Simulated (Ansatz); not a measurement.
Given:

GaAs (zinc blende)

Space group F-43m (No. 216); a = b = c = 5.746 Å, α = β = γ = 90.00°

| atom | site | symmetry | x | y | z |
|---|---|---|---|---|---|
| As | 4c | -43m | 0.2500 | 0.2500 | 0.2500 |
| Ga | 4a | -43m | 0.0000 | 0.0000 | 0.0000 |
(The calculation used a cell of 2 atoms; values per cell refer to that cell.)

This relaxed cell (volume V₀) is scaled evenly in all directions, its shape held. Symmetry pins the atoms to their sites.

Level of theory: PBE (plane waves to 420 eV, PAW, scalar-relativistic; Ansatz, a first-principles code). k mesh 10×10×10 (Γ-centred), Fermi-Dirac smearing 0.05 eV. E stands for the smeared free energy. Stress and pressure are positive under compression. GaAs was relaxed with its symmetry unable to fall. ΔE is measured from the relaxed starting cell.

The scan covers V/V₀ from 0.900 to 1.100 in 13 points.

**Question.** What is the fitted pressure derivative B₀′?

**Answer.** 4.8.

**Question.** What bulk modulus B₀ follows from a third-order Birch-Murnaghan fit?

**Answer.** 60.4 GPa.

(A scan under strain: stresses follow from slopes of the energy per volume, elastic moduli from its curvatures.)
